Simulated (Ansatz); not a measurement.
# K₃Ag₂F₇: a ladder of calculations

Cell of run 1: a refined structure from the COD, taken as it stands.

```
K Ag F
1.0
     3.17010  -10.40595    0.00000
     3.17010   10.40595    0.00000
     0.00000    0.00000    6.21340
K Ag F
6 4 14
Cartesian
  3.1701 -6.4954 3.1067
  3.1701 6.4954 3.1067
  3.1701 -3.9106 0.0000
  3.1701 3.9106 0.0000
  0.0000 0.0000 3.1067
  3.1701 0.0000 0.0000
  3.1701 2.1145 3.1067
  3.1701 -2.1145 3.1067
  3.1701 8.2915 0.0000
  3.1701 -8.2915 0.0000
  3.1701 0.0000 3.1067
  0.0000 0.0000 0.0000
  3.1701 4.2810 3.1067
  3.1701 -4.2810 3.1067
  3.1701 6.1249 0.0000
  3.1701 -6.1249 0.0000
  1.3137 2.0125 1.8752
  5.0265 -2.0125 1.8752
  5.0265 2.0125 4.3382
  1.3137 -2.0125 4.3382
  1.8564 -2.0125 1.2315
  4.4838 2.0125 1.2315
  4.4838 -2.0125 4.9819
  1.8564 2.0125 4.9819
```

Sites (sets of like atoms) are named by element and the number of their first atom in this list.

Relaxed positions (PBE, cell held):

```
CELL_PARAMETERS angstrom
3.17010 -10.40595 0.00000
3.17010 10.40595 0.00000
0.00000 0.00000 6.21340
ATOMIC_POSITIONS crystal
K 0.82045 0.17955 0.50000
K 0.17955 0.82045 0.50000
K 0.67955 0.32045 0.00000
K 0.32045 0.67955 0.00000
K 0.00000 0.00000 0.50000
K 0.50000 0.50000 0.00000
Ag 0.39929 0.60071 0.50000
Ag 0.60071 0.39929 0.50000
Ag 0.10071 0.89929 0.00000
Ag 0.89929 0.10071 0.00000
F 0.50000 0.50000 0.50000
F 0.00000 0.00000 0.00000
F 0.29739 0.70261 0.50000
F 0.70261 0.29739 0.50000
F 0.20261 0.79739 0.00000
F 0.79739 0.20261 0.00000
F 0.15979 0.35188 0.25582
F 0.84021 0.64812 0.25582
F 0.64812 0.84021 0.74418
F 0.35188 0.15979 0.74418
F 0.34021 0.14812 0.24418
F 0.65979 0.85188 0.24418
F 0.85188 0.65979 0.75582
F 0.14812 0.34021 0.75582
```

All runs are DFT with Ansatz 0.2.0 (plane waves and PAW, scalar-relativistic unless spin–orbit coupling is named, Γ-centred meshes, Fermi–Dirac smearing where given) in this cell.

Run 1: PBE, atoms as given; 420 eV, 6×6×6 k-points, smearing 0.05 eV.
Run 2: PBE, atoms relaxed; 420 eV, 6×6×6 k-points, smearing 0.05 eV.
Run 3: r2SCAN, at the relaxed atoms; 500 eV, 6×6×6 k-points, smearing 0.05 eV.

| run | K1 V_zz (η) | K5 V_zz (η) | Ag V_zz (η) | F13 V_zz (η) | F17 V_zz (η) |
| --- | --- | --- | --- | --- | --- |
| 1 | -5.02 (0.46) | -1.21 (0.12) | -3.92 (0.81) | 7.84 (0.02) | 13.65 (0.07) |
| 2 | ? | ? | ? | ? | ? |
| 3 | -2.21 (0.05) | 0.39 (0.14) | -4.87 (0.28) | 8.72 (0.01) | 12.63 (0.08) |

V_zz in 10²¹ V/m²; 5 of the 6 sets of like atoms are followed.

Task: Estimate the row of run 2.

Result: K1: -2.00 (0.05); K5: 0.40 (0.14); Ag: -4.15 (0.18); F13: 9.29 (0.02); F17: 13.28 (0.08). It lies nearest to run 3, from whose tensors on these sites it differs by 0.72 at most (largest principal value of the difference, on Ag). Taken one at a time, the positions of the atoms (as given or relaxed) move the tensors on these sites by up to 3.02 (largest principal value of the change, on K1), the functional (r2SCAN with its higher cutoff) by 0.72 (Ag).

Without spin–orbit coupling (the program notes it for Ag) the gradients can shift somewhat, as the gap is small. In runs 1, 2, 3 there is no gap above 0.1 eV, so the gradients can move by 10 % or more with the k-mesh. In run 1 the atoms aren't at the calculated equilibrium (largest force 1.4 eV/Å).
